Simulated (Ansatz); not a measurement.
NbSi2:
```cif
data_Nb3Si6
_chemical_formula_sum 'Nb3 Si6'
_space_group_name_H-M_alt 'P6222'
_space_group_IT_number 180
_space_group_name_Hall 'P 62 2 (0 0 4)'
_cell_length_a 4.81295
_cell_length_b 4.81295
_cell_length_c 6.61251
_cell_angle_alpha 90.000
_cell_angle_beta 90.000
_cell_angle_gamma 120.000
loop_
_atom_site_label
_atom_site_type_symbol
_atom_site_symmetry_multiplicity
_atom_site_Wyckoff_symbol
_atom_site_fract_x
_atom_site_fract_y
_atom_site_fract_z
_atom_site_occupancy
Nb1 Nb 3 d 0.50000 0.00000 0.50000 1
Si1 Si 6 j 0.31818 0.15909 0.16667 1
```

Relaxed at zero pressure with plane-wave PAW PBE (Ansatz code).

The volume is raised by 9 % and shape and atoms relax at that volume. What pressure results, and how do the axes share the change?

-12.4 GPa; a 3.3 %, b 3.3 %, c 2.2 %; the energy rises by 55 meV/atom.

Give the new structure.


Space group P6₂22 (No. 180); a = 4.970 Å, b = 4.970 Å, c = 6.759 Å, α = 90.00°, β = 90.00°, γ = 120.00°

```json
[
 {"atom": "Nb", "site": "3d", "symmetry": "222", "x": "0.5000", "y": "0.0000", "z": "0.5000"},
 {"atom": "Si", "site": "6j", "symmetry": "..2", "x": "0.3175", "y": "0.1588", "z": "0.1667"}
]
```

The phase is kept; no other phase was compared at this pressure.

Space group P6_222. The PBE relaxation kept the symmetry of its start. The run is not spin-polarised.

Potentials: the later of the program's two PAW sets.
